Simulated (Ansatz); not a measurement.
MgS:
```
CELL_PARAMETERS angstrom
      4.88902     0.00000     0.00000
      0.00000     4.88902     0.00000
      0.00000     0.00000     4.14927
ATOMIC_POSITIONS crystal
  Mg 0.50000 0.00000 0.07092
  Mg 0.00000 0.50000 0.92908
  S  0.00000 0.00000 0.00000
  S  0.50000 0.50000 0.00000
```

Relaxed with PBE+D3(BJ). Special points in fractions of this cell's reciprocal vectors: Γ (0.000, 0.000, 0.000); X (0.000, 0.500, 0.000); M (0.500, 0.500, 0.000); Z (0.000, 0.000, 0.500); R (0.000, 0.500, 0.500); A (0.500, 0.500, 0.500).

List the band energies nearest the valence-band maximum at these points for PBE+D3(BJ) in the plane-wave PAW code Ansatz.

In eV from the valence-band maximum; about four levels below and three above (degenerate sets whole), none deeper than 8.9 eV; points with the same levels are listed once.

| k | below | above |
|---|---|---|
| Γ | -1.43 -0.87 -0.87 0.00 | 1.62 1.65 5.35 |
| X | -2.64 -2.64 -0.75 -0.75 | 3.71 3.71 6.25 6.25 |
| M | -0.64 -0.64 -0.45 -0.45 | 5.00 5.00 5.28 5.28 |
| Z | -3.17 -0.92 -0.76 -0.76 | 2.77 4.23 5.00 5.00 |
| R | -2.46 -2.46 -2.14 -2.14 | 3.85 3.85 5.97 5.97 |
| A | -1.86 -1.86 -0.37 -0.37 | 2.13 2.13 6.53 6.53 |

Space group P4/nmm. A made-up cell: these elements were put on the sites of a structure type; neither database checked (COD, Materials Project) lists it. COD files the formula under space group No. 225. Whether it is the stable phase at ambient conditions was not checked. Symmetry was held in the PBE+D3(BJ) relaxation; its stability against distortions is not shown here.

Potentials: the earlier of the program's two PAW sets.
